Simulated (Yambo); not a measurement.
Yambo run on PtCl2 (space group Pnnm, No. 58). The wavefunctions are PBEsol (Quantum ESPRESSO, PseudoDojo norm-conserving, 84 Ry, scalar-relativistic) ones on a 4×1×4 mesh (32 occupied bands); a = 3.6279 Å, b = 11.0362 Å, c = 3.4550 Å, α = 90.00°, β = 90.00°, γ = 90.00°.

Yambo input:

```
rim_cut
gw0
dyson
el_el_corr
HF_and_locXC
ppa
em1d
RandQpts= 1000000
RandGvec= 1 Ry
EXXRLvcs= 84 Ry
VXCRLvcs= 336 Ry
Chimod= "HARTREE"
% BndsRnXp
 9 | 105 |
%
NGsBlkXp= 7 Ry
% LongDrXp
 1.0 | 1.0 | 1.0 |
%
PPAPntXp= 27.2114 eV
% GbndRnge
 1 | 215 |
%
GTermKind= "BG"
DysSolver= "n"
ExtendOut
% QPkrange
 1 | 1 | 32 | 32 |
 2 | 2 | 33 | 33 |
 8 | 8 | 32 | 33 |
%
```

k points by index: 1 = Γ, 2 = (0, 0, 0.25), 8 = (-0.5, 0, 0.25).

Resulting energies as the program prints them:

```
#    K-point    Band    Eo [eV]    E [eV]    E-Eo [eV]    Vxc [eV]    Vnlxc [eV]    Sc|Eo [eV]    Sc|E [eV]    dSc/dw|Eo [eV]    Re(Z)    Im(Z)
#
    1    32    0.000000    -0.606819    -0.606819    -19.14347    -23.59054    3.678224    3.840252    -7.264156    0.789293    -0.001409
    2    33    0.628561    1.797612    1.169052    -18.07109    -13.47221    -3.137356    -3.429830    -6.807183    0.799896    -0.001343
    8    32    -0.184220    -0.547471    -0.363251    -20.25271    -24.39008    3.679184    3.774118    -7.108847    0.792864    -0.001474
    8    33    1.066693    2.213147    1.146454    -18.27591    -13.74011    -3.095320    -3.389339    -6.977886    0.795901    -0.001574
```
(The two width columns are left out.) Convergence of these settings isn't established.

Spin-orbit coupling is not included.

Geometry relaxed with PBE+D3(BJ).

The structure is a Materials Project entry; no match was found in the copy of COD used, and its stability was not checked.
